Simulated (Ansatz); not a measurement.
Geometry optimisation in Ansatz: input, command and trajectory.

```yaml
crystal:
  lattice:
    - [0.0, 4.6050724288, 4.6050724288]
    - [4.6050724288, 0.0, 4.6050724288]
    - [4.6050724288, 4.6050724288, 0.0]
  atoms:
    - { symbol: Zn, position: [0.25, 0.25, 0.25] }
    - { symbol: Zn, position: [0.0, 0.0, 0.0] }
    - { symbol: In, position: [0.625, 0.625, 0.125] }
    - { symbol: In, position: [0.625, 0.125, 0.625] }
    - { symbol: In, position: [0.125, 0.625, 0.625] }
    - { symbol: In, position: [0.625, 0.625, 0.625] }
    - { symbol: O, position: [0.3817794176, 0.3817794176, 0.3817794176] }
    - { symbol: O, position: [0.8546617471, 0.3817794176, 0.3817794176] }
    - { symbol: O, position: [0.3817794176, 0.8546617471, 0.3817794176] }
    - { symbol: O, position: [0.3817794176, 0.3817794176, 0.8546617471] }
    - { symbol: O, position: [0.8682205824, 0.8682205824, 0.3953382529] }
    - { symbol: O, position: [0.8682205824, 0.3953382529, 0.8682205824] }
    - { symbol: O, position: [0.8682205824, 0.8682205824, 0.8682205824] }
    - { symbol: O, position: [0.3953382529, 0.8682205824, 0.8682205824] }
basis:
  ecutwfc: 420
kpoints:
  mp_grid: { grid: [6, 6, 6] }
hamiltonian:
  xc: pbesol
scf:
  occupations: { method: gaussian, width: 0.02 }
output:
  forces: true
  stress: true
  eigenvalues: true
relax:
  adjacent_minimum: "off"
  f_tol: 0.01
  max_steps: 30
```

```bash
ansatz run input.yaml --threads 4 --pin off --max-ram 10240MiB --backend cpu --events-out ev --progress --plain --runs-dir out
```

Level of theory: DFT PBEsol, scalar-relativistic, plane waves, PAW (Ansatz 0.2.0).

The volume is held at 1.1 times that of the relaxed cell.

Of 3 frames 3 are shown, positions in Å and forces in eV/Å; the SCF threshold varies from step to step.

```xyz
14
Lattice="0.0000 4.6051 4.6051 4.6051 0.0000 4.6051 4.6051 4.6051 0.0000" Properties=species:S:1:pos:R:3:forces:R:3 pbc="T T T" step=1 free_energy_over_end_meV_per_atom=0.66
Zn    2.3025    2.3025    2.3025    0.0000    0.0000    0.0000
Zn    0.0000    0.0000    0.0000    0.0000    0.0000    0.0000
In    3.4538    3.4538    5.7563    0.0000    0.0000    0.0000
In    3.4538    5.7563    3.4538    0.0000    0.0000    0.0000
In    5.7563    3.4538    3.4538    0.0000    0.0000    0.0000
In    5.7563    5.7563    5.7563    0.0000    0.0000    0.0000
O     3.5162    3.5162    3.5162    0.1052    0.1052    0.1052
O     3.5162    5.6939    5.6939    0.1052   -0.1052   -0.1052
O     5.6939    3.5162    5.6939   -0.1052    0.1052   -0.1052
O     5.6939    5.6939    3.5162   -0.1052   -0.1052    0.1052
O     5.8188    5.8188    7.9964    0.1052    0.1052   -0.1052
O     5.8188    7.9964    5.8188    0.1052   -0.1052    0.1052
O     7.9964    7.9964    7.9964   -0.1052   -0.1052   -0.1052
O     7.9964    5.8188    5.8188   -0.1052    0.1052    0.1052
14
Lattice="0.0000 4.6051 4.6051 4.6051 0.0000 4.6051 4.6051 4.6051 0.0000" Properties=species:S:1:pos:R:3:forces:R:3 pbc="T T T" step=2 free_energy_over_end_meV_per_atom=0.07
Zn    2.3025    2.3025    2.3025    0.0000    0.0000    0.0000
Zn    0.0000    0.0000    0.0000    0.0000    0.0000    0.0000
In    3.4538    3.4538    5.7563    0.0000    0.0000    0.0000
In    3.4538    5.7563    3.4538    0.0000    0.0000    0.0000
In    5.7563    3.4538    3.4538    0.0000    0.0000    0.0000
In    5.7563    5.7563    5.7563    0.0000    0.0000    0.0000
O     3.5211    3.5211    3.5211    0.0353    0.0353    0.0353
O     3.5211    5.6891    5.6891    0.0353   -0.0353   -0.0353
O     5.6891    3.5211    5.6891   -0.0353    0.0353   -0.0353
O     5.6891    5.6891    3.5211   -0.0353   -0.0353    0.0353
O     5.8236    5.8236    7.9916    0.0353    0.0353   -0.0353
O     5.8236    7.9916    5.8236    0.0353   -0.0353    0.0353
O     7.9916    7.9916    7.9916   -0.0353   -0.0353   -0.0353
O     7.9916    5.8236    5.8236   -0.0353    0.0353    0.0353
14
Lattice="0.0000 4.6051 4.6051 4.6051 0.0000 4.6051 4.6051 4.6051 0.0000" Properties=species:S:1:pos:R:3:forces:R:3 pbc="T T T" step=3 free_energy_over_end_meV_per_atom=0.00
Zn    2.3025    2.3025    2.3025    0.0000    0.0000    0.0000
Zn    0.0000    0.0000    0.0000    0.0000    0.0000    0.0000
In    3.4538    3.4538    5.7563    0.0000    0.0000    0.0000
In    3.4538    5.7563    3.4538    0.0000    0.0000    0.0000
In    5.7563    3.4538    3.4538    0.0000    0.0000    0.0000
In    5.7563    5.7563    5.7563    0.0000    0.0000    0.0000
O     3.5235    3.5235    3.5235   -0.0002   -0.0002   -0.0002
O     3.5235    5.6866    5.6866   -0.0002    0.0002    0.0002
O     5.6866    3.5235    5.6866    0.0002   -0.0002    0.0002
O     5.6866    5.6866    3.5235    0.0002    0.0002   -0.0002
O     5.8261    5.8261    7.9891   -0.0002   -0.0002    0.0002
O     5.8261    7.9891    5.8261   -0.0002    0.0002   -0.0002
O     7.9891    7.9891    7.9891    0.0002    0.0002    0.0002
O     7.9891    5.8261    5.8261    0.0002   -0.0002   -0.0002
```

The run took 10 s on 4 threads of Oxide Virtual Turin-like Processor (Zen 5), with other jobs on the host, peak memory 0.83 GiB.